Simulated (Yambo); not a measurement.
**Convergence of the G0W0 gap of Rb2ScAgF6**

G0W0@LDA for Rb$_{2}$ScAgF$_{6}$ (space group Fm-3m, No. 225) in Yambo. Reference settings: 2×2×2 Γ-centred k mesh, bands 6 to 273 and a 7 Ry block in the screening, 273 bands in G with the Bruneval-Gonze terminator, plasmon pole fitted at 27.2 eV. The LDA gap L → Γ on this mesh is 2.96 eV; G0W0 gaps are taken between the same points.

```json
[
 {"change from the reference": "reference settings", "G0W0 gap L → Γ (eV)": "6.53", "shift of the valence edge (eV)": "-2.05", "rough Yambo cost": "1"},
 {"change from the reference": "158 bands in W, 158 bands in G", "G0W0 gap L → Γ (eV)": "6.64", "shift of the valence edge (eV)": "-1.95", "rough Yambo cost": "about 1/3"},
 {"change from the reference": "216 bands in W, 216 bands in G", "G0W0 gap L → Γ (eV)": "6.55", "shift of the valence edge (eV)": "-2.00", "rough Yambo cost": "within a factor of two"},
 {"change from the reference": "wavefunctions cut at 20 Ry", "G0W0 gap L → Γ (eV)": "6.13", "shift of the valence edge (eV)": "-1.60", "rough Yambo cost": "about 1/4"},
 {"change from the reference": "exchange cut at 10 Ry", "G0W0 gap L → Γ (eV)": "3.52", "shift of the valence edge (eV)": "1.66", "rough Yambo cost": "–"},
 {"change from the reference": "exchange cut at 40 Ry", "G0W0 gap L → Γ (eV)": "6.35", "shift of the valence edge (eV)": "-1.86", "rough Yambo cost": "–"},
 {"change from the reference": "79 bands in W, 79 bands in G, 4 Ry block", "G0W0 gap L → Γ (eV)": "7.49", "shift of the valence edge (eV)": "-2.30", "rough Yambo cost": "about 1/8"},
 {"change from the reference": "79 bands in W, 79 bands in G, 2 Ry block", "G0W0 gap L → Γ (eV)": "7.87", "shift of the valence edge (eV)": "-2.79", "rough Yambo cost": "about 1/7"},
 {"change from the reference": "113 bands in W, 113 bands in G, 2 Ry block", "G0W0 gap L → Γ (eV)": "7.27", "shift of the valence edge (eV)": "-2.55", "rough Yambo cost": "about 1/4"},
 {"change from the reference": "158 bands in W, 158 bands in G, 4 Ry block", "G0W0 gap L → Γ (eV)": "6.66", "shift of the valence edge (eV)": "-2.04", "rough Yambo cost": "about 1/3"},
 {"change from the reference": "2 Ry block", "G0W0 gap L → Γ (eV)": "6.92", "shift of the valence edge (eV)": "-2.55", "rough Yambo cost": "within a factor of two"},
 {"change from the reference": "4 Ry block", "G0W0 gap L → Γ (eV)": "6.52", "shift of the valence edge (eV)": "-2.11", "rough Yambo cost": "within a factor of two"},
 {"change from the reference": "6 Ry block", "G0W0 gap L → Γ (eV)": "6.52", "shift of the valence edge (eV)": "-2.05", "rough Yambo cost": "within a factor of two"},
 {"change from the reference": "113 bands in W, 113 bands in G, no terminator", "G0W0 gap L → Γ (eV)": "6.74", "shift of the valence edge (eV)": "-1.65", "rough Yambo cost": "about 1/4"},
 {"change from the reference": "158 bands in W, 158 bands in G, no terminator", "G0W0 gap L → Γ (eV)": "6.47", "shift of the valence edge (eV)": "-1.63", "rough Yambo cost": "about 1/2"}
]
```

The reference isn't shown to be the converged limit. Costs are rough (shared machines), scaled to the same edge states, and given only for runs that recompute the screening.

Spin-orbit splittings are left out.

Geometry of the Materials Project entry, not relaxed at this level; primitive cell a = 6.3541 Å, b = 6.3541 Å, c = 6.3541 Å, α = 60.00°, β = 60.00°, γ = 60.00°.

The structure is a Materials Project entry; no match was found in the copy of COD used, and its stability was not checked.

A shift is the quasiparticle energy of the state minus its LDA energy.
